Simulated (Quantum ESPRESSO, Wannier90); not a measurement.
## Tight-binding from DFT: CdS (zinc blende)

```xyz
2
Lattice="0.0000 2.9430 2.9430 2.9430 0.0000 2.9430 2.9430 2.9430 0.0000" Properties=species:S:1:pos:R:3 pbc="T T T"
Cd     0.0000     0.0000     0.0000
S     -1.4715    -1.4715    -1.4715
```

Structure: Materials Project mp-2469, symmetrised, not relaxed again. COD (Crystallography Open Database) has the formula in 2 space groups, this one among them (matched by group alone). Level: PBEsol, no spin polarisation, no spin-orbit coupling; pw.x of Quantum ESPRESSO at 82 Ry with PseudoDojo potentials, 10×10×10 k-points, Wannier90. Density: 10×10×10 mesh, Gaussian smearing 0.01 Ry.

Bands 6-10 form an isolated set from -7.63 to -6.58 eV relative to the valence-band maximum (on the path) and are turned into 5 Wannier functions by minimising the spread from the start: atomic waves Cd 4d.

Centres (Cartesian, Å; one of the equivalent choices) and spreads:

```csv
n,x,y,z,spread (Å²),nearest atom
1,0.000,0.000,0.000,0.681,Cd1
2,0.000,0.000,0.000,1.222,Cd1
3,0.000,0.000,0.000,1.222,Cd1
4,0.000,0.000,0.000,0.681,Cd1
5,0.000,0.000,0.000,1.222,Cd1
```

Ω_I = 4.94 Å², Ω_total = 5.03 Å²; the interpolated bands follow pw.x to 0.2 meV rms on the path. Only this start was tried; a symmetric start can stop on a saddle, and mixtures of these functions could lower the total by at most Ω_total − Ω_I.
